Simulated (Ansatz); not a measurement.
## Ba5Zr2N6: field gradients at two levels of theory

Cell: a computed structure from the Materials Project (it need not be an observed phase).

```cif
data_Ba5Zr2N6
_symmetry_space_group_name_H-M 'C2/c'
_symmetry_Int_Tables_number 15
_cell_length_a 11.3213
_cell_length_b 7.5371
_cell_length_c 14.9986
_cell_angle_alpha 90.000
_cell_angle_beta 96.302
_cell_angle_gamma 90.000
loop_
_atom_site_label
_atom_site_type_symbol
_atom_site_symmetry_multiplicity
_atom_site_Wyckoff_symbol
_atom_site_fract_x
_atom_site_fract_y
_atom_site_fract_z
Ba1 Ba 8 f 0.5373 0.2292 0.9791
Ba5 Ba 8 f 0.1547 0.9472 0.7060
Ba9 Ba 4 e 0.5000 0.9078 0.7500
Zr Zr 8 f 0.7761 0.1239 0.5773
N15 N 8 f 0.9411 0.0149 0.6206
N19 N 8 f 0.6442 0.0986 0.6628
N23 N 8 f 0.3030 0.8999 0.5577
```

One atom of each set is listed; the run and its k-mesh use a cell of 26 atoms with edges of 6.80, 6.80, 15.00 Å.

First run. Computed with Ansatz: DFT, PBE, plane waves and PAW, scalar-relativistic, 420 eV cutoff, Γ-centred 5×5×2 k-points, Fermi–Dirac smearing 0.02 eV.

```json
{"site": "Ba1", "V_zz (10²¹ V/m²)": "8.47", "η": "0.30"}
{"site": "Ba5", "V_zz (10²¹ V/m²)": "15.75", "η": "0.37"}
{"site": "Ba9", "V_zz (10²¹ V/m²)": "9.20", "η": "0.92"}
{"site": "Zr", "V_zz (10²¹ V/m²)": "13.28", "η": "0.68"}
{"site": "N15", "V_zz (10²¹ V/m²)": "-3.92", "η": "0.49"}
{"site": "N19", "V_zz (10²¹ V/m²)": "-3.19", "η": "0.61"}
{"site": "N23", "V_zz (10²¹ V/m²)": "1.43", "η": "0.56"}
```

Second run. The same atoms and settings, except that the functional is r2SCAN and the cutoff is 500 eV.

**Question.** What does the second run give?

**Answer.** 

```csv
site,V_zz,η,change of V_zz
Ba1,8.92,0.31,+0.45
Ba5,16.20,0.37,+0.45
Ba9,9.53,0.94,+0.33
Zr,13.03,0.72,-0.25
N15,-4.04,0.52,-0.12
N19,-3.29,0.64,-0.10
N23,1.47,0.62,+0.04
```

The largest change of V_zz is on Ba5, from 15.75 to 16.20. In per cent, |V_zz| changes by +3 to +5 on Ba, -2 on Zr, +3 on N (all sites that start above 0.5).

For the first run: Without spin–orbit coupling (the program notes it for Ba and Zr) the gradients can shift somewhat, as the gap is small.
For the second run: The largest force is 0.3 eV/Å, so the atoms aren't at the calculated equilibrium and relaxing them would move these values. Without spin–orbit coupling (the program notes it for Ba and Zr) the gradients are little affected as a rule: paired runs on crystals with a gap mostly move them by under 2 % at such atoms.
